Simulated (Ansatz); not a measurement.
A relaxation computed with Ansatz, from input to last step.

```yaml
crystal:
  lattice:
    - [2.7423186172, 0.0, 0.0]
    - [0.0, 2.7423186172, 0.0]
    - [0.0, 0.0, 3.3260503119]
  atoms:
    - { symbol: Cu, position: [0.5, 0.5, 0.5] }
    - { symbol: Au, position: [0.0, 0.0, 0.0] }
basis:
  ecutwfc: 420
kpoints:
  mp_grid: { grid: [14, 14, 12] }
hamiltonian:
  xc: pbesol
scf:
  occupations: { method: gaussian, width: 0.1 }
output:
  forces: true
  stress: true
  eigenvalues: true
relax:
  adjacent_minimum: "off"
  f_tol: 0.01
  max_steps: 30
  cell: { stress_tol: 0.1, fix: [volume] }
```

```bash
ansatz run input.yaml --threads 1 --pin off --max-ram 2560MiB --backend cpu --events-out ev --progress --plain --runs-dir out
```

Computed with Ansatz 0.2.0, DFT PBEsol, scalar-relativistic, plane waves, PAW.

The volume is held at 0.88 times that of the relaxed cell.

Of 5 frames 4 are shown, positions in Å and forces in eV/Å; the SCF threshold varies from step to step. Steps run on the plane waves of an earlier cell, with a Pulay correction in the pressure. The basis is chosen afresh for the last frame, the zero of the energies, and at times for earlier ones too; energy and pressure step there, also at an unchanged geometry. The mark taken_back stands on steps that the optimiser undid.

```xyz
2
Lattice="2.7423 0.0000 0.0000 0.0000 2.7423 0.0000 0.0000 0.0000 3.3260" Properties=species:S:1:pos:R:3:forces:R:3 pbc="T T T" step=1 free_energy_over_end_meV_per_atom=0.05 pressure_GPa=30.70
Cu    1.3712    1.3712    1.6630    0.0000    0.0000    0.0000
Au    0.0000    0.0000    0.0000    0.0000    0.0000    0.0000
2
Lattice="2.7435 0.0000 0.0000 0.0000 2.7435 0.0000 0.0000 0.0000 3.3231" Properties=species:S:1:pos:R:3:forces:R:3 pbc="T T T" step=2 free_energy_over_end_meV_per_atom=0.04 pressure_GPa=30.70
Cu    1.3718    1.3718    1.6616    0.0000    0.0000    0.0000
Au    0.0000    0.0000    0.0000    0.0000    0.0000    0.0000
2
Lattice="2.7550 0.0000 0.0000 0.0000 2.7550 0.0000 0.0000 0.0000 3.2956" Properties=species:S:1:pos:R:3:forces:R:3 pbc="T T T" step=3 free_energy_over_end_meV_per_atom=0.06 pressure_GPa=30.64 taken_back
Cu    1.3775    1.3775    1.6478    0.0000    0.0000    0.0000
Au    0.0000    0.0000    0.0000    0.0000    0.0000    0.0000
2
Lattice="2.7476 0.0000 0.0000 0.0000 2.7476 0.0000 0.0000 0.0000 3.3132" Properties=species:S:1:pos:R:3:forces:R:3 pbc="T T T" step=5 free_energy_over_end_meV_per_atom=0.00 pressure_GPa=30.68
Cu    1.3738    1.3738    1.6566    0.0000    0.0000    0.0000
Au    0.0000    0.0000    0.0000    0.0000    0.0000    0.0000
```

It took 38 s on 1 thread of Arm Neoverse V2 (shared host), peak memory 0.42 GiB.

Spin–orbit coupling is left out, which can shift energies with elements as heavy as these.